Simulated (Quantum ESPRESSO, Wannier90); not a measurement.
SnS₂ (CdI2 type): Wannier90 run

```xyz
3
Lattice="3.6743 0.0000 0.0000 -1.8372 3.1820 0.0000 0.0000 0.0000 6.2288" Properties=species:S:1:pos:R:3 pbc="T T T"
Sn     0.0000     0.0000     0.0000
S      1.8372    -1.0607     1.4616
S     -1.8372     1.0607    -1.4616
```

Materials Project entry mp-1170; symmetrised, unrelaxed at this level. COD (Crystallography Open Database) has an entry of this formula and space group (matched by these alone). Method: LDA plane waves in Quantum ESPRESSO 7.5 (PseudoDojo norm-conserving files, 58 Ry, no spin polarisation, no spin-orbit coupling), Bloch states on a 12×12×6 mesh through Γ, Wannier90 4.0.1. Density: 12×12×6 mesh, cold smearing 0.01 Ry. The cell is built of weakly bound layers, chains or molecules, whose nearest atoms lie 3.93 Å apart. Database cells relaxed without dispersion often hold them too far apart, which can enlarge gaps and weakens couplings between them; spacing and stacking were not compared with the measured crystal. Spin-orbit coupling is left out although heavy elements are present.

Valence charges of the files: Sn 14, S 6. 26 bands were computed.

Isolated groups of bands, relative to the valence-band maximum (bands from 15 on overlap up to the last one computed):

```json
[
 {"bands": "1–5", "from (eV)": "-20.81", "to (eV)": "-20.63", "filling": "filled", "weight on atomic waves": "Sn 4d 99 %"},
 {"bands": "6–7", "from (eV)": "-13.55", "to (eV)": "-10.87", "filling": "filled", "weight on atomic waves": "S 3s 74 %, Sn 5p 16 %, Sn 5s 7 %"},
 {"bands": "8–13", "from (eV)": "-7.15", "to (eV)": "0.00", "filling": "filled", "weight on atomic waves": "S 3p 74 %, Sn 5p 12 %, Sn 5s 8 %"},
 {"bands": "14", "from (eV)": "1.38", "to (eV)": "2.93", "filling": "empty", "weight on atomic waves": "S 3p 55 %, Sn 5s 36 %"}
]
```

Wanted is a model with the orbitals Sn s p, S s p, without the filled groups that are mainly made of other shells (semicore states, and anion s where it isn't named); all higher bands stay in for disentanglement.

**Question.** Give num_wann, exclude_bands and num_bands, and the number of electrons that the model holds.

**Answer.** Electrons: 1×14 + 2×6 = 26, which fill 13 bands.
num_wann = 1×4 + 2×4 = 12.
exclude_bands = 1-5, 5 bands, so num_bands = 26 − 5 = 21.
The model holds 26 − 2×5 = 16 electrons. With the window frozen to 2.88 eV it follows pw.x to 0.2 meV rms (states up to 2.4 eV relative to the valence-band maximum).
